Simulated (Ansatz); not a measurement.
NbP2:
```
CELL_PARAMETERS angstrom
      1.66149    -5.76420     0.00000
      1.66149     5.76420     0.00000
      0.00000     0.00000     5.08466
ATOMIC_POSITIONS crystal
  Nb 0.91030 0.08970 0.50221
  Nb 0.08970 0.91030 0.00221
  P  0.57341 0.42659 0.37935
  P  0.42659 0.57341 0.87935
  P  0.30077 0.69923 0.19345
  P  0.69923 0.30077 0.69345
```

Relaxed with r²SCAN. Special points in fractions of this cell's reciprocal vectors: Γ (0.000, 0.000, 0.000); Y (-0.500, 0.500, 0.000); C0 (-0.271, 0.729, 0.000); Σ0 (0.271, 0.271, 0.000); Z (0.000, 0.000, 0.500); A0 (0.271, 0.271, 0.500); E0 (-0.271, 0.729, 0.500); T (-0.500, 0.500, 0.500); S (0.000, 0.500, 0.000); R (0.000, 0.500, 0.500).

List the band energies nearest the Fermi level at these points for r²SCAN (plane waves, PAW; program Ansatz).

In eV from the Fermi level; about four levels below and three above (degenerate sets whole), none deeper than 8.9 eV; points with the same levels are listed once.

```csv
k,below,above
Γ,-1.31 -0.39 -0.07 -0.05,1.48 1.74 2.35
Y,-1.05 -0.80 -0.49 -0.05,0.86 1.55 2.21
C0,-2.14 -2.06 -1.52 -0.85,1.38 2.12 2.73
Z,-1.69 -1.69 -0.33 -0.33,0.73 0.73 1.94 1.94
A0,-2.69 -2.69 -2.20 -2.20,0.01 0.01 2.75 2.75
T,-0.76 -0.76 -0.18 -0.18,2.19 2.19 3.22 3.22
S,-2.46 -1.86 -1.72 -0.64,1.54 1.87 2.95
R,-2.61 -2.61 -2.38 -2.38,0.16 0.16 2.29 2.29
```

Space group Cmc2_1. The start of the workflow was typed in or built on a structure type; neither database checked (COD, Materials Project) lists it. Its standing as an ambient phase is unchecked. The r²SCAN relaxation kept the symmetry of its start; its stability against distortions is not shown here. The run is not spin-polarised. Scalar-relativistic: spin–orbit coupling is off unless named, which matters more the heavier the elements.

Potentials: the earlier of the program's two PAW sets. The files were generated under PBE; for other functionals the program regenerates the frozen cores, and for LDA and PBEsol the local potential too.
